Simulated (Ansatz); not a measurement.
Given:

Starting cell, SiC (zinc blende):

```
SiC
1.0
    0.00000     4.35634     4.35634
    2.17817     2.17817     4.35634
    2.17817     2.17817     0.00000
C Si
2 2
Direct
  0.00000   0.75000   0.75000
  0.50000   0.75000   0.75000
  0.00000   0.00000   0.00000
  0.50000   0.00000   0.00000
```

The atoms are displaced by Q × the pattern below (from a DFPT mode at X = (0.5, 0.5, 0.0), largest move 1; Q in Å), at fixed cell. (q is in reciprocal vectors of the primitive cell; the cell shown is doubled to hold the pattern.)

```csv
atom,x,y,z
C1,0.000,0.000,1.000
C2,0.000,0.000,-1.000
```

Atoms not listed stay in place.

All values below come from r2SCAN (plane waves to 500 eV, PAW, scalar-relativistic; Ansatz, a program for electronic structure). k mesh 13×13×13 (Γ-centred), Fermi-Dirac smearing 0.05 eV. E stands for the smeared free energy. SiC was relaxed with its symmetry unable to fall. ΔE is measured from the undisplaced structure.

The scan covers Q from -0.100 to 0.100 Å in 13 points.

Task: Is this a single well or a double well?

Result: A single well with its minimum at or next to zero displacement.

Task: Which space group does the distorted structure have?

Result: P-4m2 (No. 115), lowered from F-43m.

Task: What is the energy change at Q = 0.100 Å?

Result: 306 meV/cell.

Task: What harmonic wavenumber does the curvature at Q = 0 give?

Result: 834 cm⁻¹.

(For displaced atoms, the force is minus the slope of the energy, and its curvature is a force constant, which sets phonon frequencies.)
